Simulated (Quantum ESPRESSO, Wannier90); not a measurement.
## Tight-binding from DFT: Ta (bcc (W type))

```yaml
crystal:
  lattice:
    - [-1.65493, 1.65493, 1.65493]
    - [1.65493, -1.65493, 1.65493]
    - [1.65493, 1.65493, -1.65493]
  atoms:
    - { symbol: Ta, position: [0.00000, 0.00000, 0.00000] }
```

Materials Project entry mp-50; symmetrised, unrelaxed at this level. This is the element's usual structure. Method: PBEsol plane waves in Quantum ESPRESSO 7.5 (PseudoDojo norm-conserving files, 47 Ry, no spin polarisation, no spin-orbit coupling), Bloch states on a 10×10×10 mesh through Γ, Wannier90 4.0.1. Density: 18×18×18 mesh, cold smearing 0.01 Ry. Spin-orbit coupling is left out although heavy elements are present.

The lattice is scaled uniformly with fixed fractional positions, and at each scale an atom-like model (Ta spd; disentangled, num_iter = 0) is made. Listed is the largest hopping of each kind of orbital pair shown, with the distance of the two functions' centres at scale 1; the mesh was not varied.

```
scale  modulus of t, Ta1 pz–Ta1 pz at 3.31 Å (eV)  modulus of t, Ta1 pz–Ta1 dz2 at 3.31 Å (eV)  modulus of t, Ta1 s–Ta1 s at 2.87 Å (eV)
-----  ------------------------------------------  -------------------------------------------  ----------------------------------------
0.960                                       2.826                                        1.575                                     1.264
0.980                                       2.641                                        1.472                                     1.211
1.000                                       2.478                                        1.378                                     1.159
1.020                                       2.306                                        1.285                                     1.106
1.040                                       2.157                                        1.201                                     1.056
```

With |t| ∝ d^(−η), find η for each hopping from the ends of the series.


- Ta1 pz–Ta1 pz at 3.31 Å: η = −ln(2.157/2.826)/ln(1.040/0.960) = 3.4
- Ta1 pz–Ta1 dz2 at 3.31 Å: η = −ln(1.201/1.575)/ln(1.040/0.960) = 3.4
- Ta1 s–Ta1 s at 2.87 Å: η = −ln(1.056/1.264)/ln(1.040/0.960) = 2.2
Harrison's rules would take η = 2.0, 3.5, 2.0 for these pairs; they describe atomic orbitals, while these are orthogonalised and change shape with the volume.
